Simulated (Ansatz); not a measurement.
A generator proposed this cell of Ta2Ru3.

```cif
data_structure
_symmetry_space_group_name_H-M 'P 1'
_symmetry_Int_Tables_number 1
_cell_length_a 2.7649
_cell_length_b 2.7649
_cell_length_c 22.2424
_cell_angle_alpha 90.000
_cell_angle_beta 90.000
_cell_angle_gamma 120.000
_cell_volume 147.26
loop_
_atom_site_label
_atom_site_type_symbol
_atom_site_fract_x
_atom_site_fract_y
_atom_site_fract_z
_atom_site_occupancy
Ta1 Ta 0.33333 0.66667 0.35000 1
Ta2 Ta 0.33333 0.66667 0.55000 1
Ta3 Ta 0.66667 0.33333 0.45000 1
Ta4 Ta 0.66667 0.33333 0.65000 1
Ru1 Ru 0.33333 0.66667 0.95000 1
Ru2 Ru 0.33333 0.66667 0.15000 1
Ru3 Ru 0.33333 0.66667 0.75000 1
Ru4 Ru 0.66667 0.33333 0.05000 1
Ru5 Ru 0.66667 0.33333 0.25000 1
Ru6 Ru 0.66667 0.33333 0.85000 1
```

Level of theory: DFT PBE, scalar-relativistic, plane waves, PAW in Ansatz 0.2.0. Settings: cutoff 420 eV, Γ-centred mesh 6×6×1 on the computed 10-atom cell, Gaussian smearing of 0.10 eV; no spin polarisation.

Formation energies are uncorrected and refer to the elements' standard structures at the same level.

Q: What does a single point on this coarse mesh give?

A: The pressure is 17.7 GPa (the mean over three directions, positive in compression), the largest force is 3.04 eV/Å, and the energy is +0.38 eV/atom against the elements. The shortest distance is 2.74 Å.

Q: Is it a good guess?

A: A rough one: relaxing gains about 0.25 eV/atom (the start's value is from the coarse mesh, so the gain is rough) in 13 ionic steps and ends at +0.13 eV/atom on the finer mesh. The symmetry stays P-3m1 (No. 164). The volume per atom grows by 6.5 %, from 14.7 to 15.7 Å³. The shortest distance goes from 2.74 Å (Ta–Ru, Ru–Ru and Ta–Ta) to 2.65 Å (Ru–Ru). Conventional cell: a = 2.798 Å, c = 23.115 Å. Around Ta on its first site lie 6 Ta at 2.80 Å, 3 Ru at 2.85 Å and 3 Ta at 3.09 Å; Ta on its second site has 6 Ta at 2.80 Å and 6 Ta at 3.09 Å; Ru on its first site has 12 Ru at 2.65–2.80 Å; 2 more sites not described.

The last run used an 18×18×2 mesh (in the run's order of axes) for its 10-atom cell and Gaussian smearing of 0.10 eV. These runs have no spin–orbit coupling, which can matter for Ta. The relaxation can't lower the symmetry of the start, and the grade says only how near the guess is to its own end. A structure relaxed within its symmetry needn't be a true minimum. Another cell of Ta2Ru3 relaxed alike, in P-6m2, lies 28 meV/atom lower, so this cell isn't the stable form at this level.
